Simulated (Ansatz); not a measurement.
# ZrPbO3: zone-centre modes

Computed with DFT r2SCAN, scalar-relativistic, plane waves, PAW (Ansatz). Cutoff 500 eV, Γ-centred 6×6×4 k-points, Gaussian smearing of 0.05 eV. Spin–orbit coupling is left out, which can shift energies with elements as heavy as these. No spin polarisation.

Reference structure (relaxed at this level; it needn't be the usual structure):

```xyz
10
Lattice="4.1596 0.0000 0.0000 0.0000 4.1596 0.0000 0.0000 0.0000 8.3191" Properties=species:S:1:pos:R:3 pbc="T T T"
Zr    0.0000    0.0000    0.0000
Zr    0.0000    0.0000    4.1596
Pb    2.0798    2.0798    2.0798
Pb    2.0798    2.0798    6.2393
O     2.0798    0.0000    0.0000
O     2.0798    0.0000    4.1596
O     0.0000    0.0000    2.0798
O     0.0000    0.0000    6.2393
O     0.0000    2.0798    0.0000
O     0.0000    2.0798    4.1596
```

Harmonic modes by finite displacements of 0.02 Å, without the LO–TO term. The cell doubles the primitive one, so its zone centre also holds the primitive cell's point q = (0, 0, 1/2).

(1) At this geometry, is the structure stable against these modes?

(2) List the wavenumbers in cm⁻¹.

Results:

(1) No: 5 modes are unstable, the strongest at 135i cm⁻¹.

(2) 135i, 135i, 135i, 57i, 57i, 0, 0, 0, 71, 71, 93, 104, 104, 104, 150, 158, 158, 168, 168, 168, 204, 204, 209, 400, 540, 540, 547, 547, 547, 752.

Cost: 1 run of about 7.1 core-minutes, on Arm Neoverse V1 (shared hosts).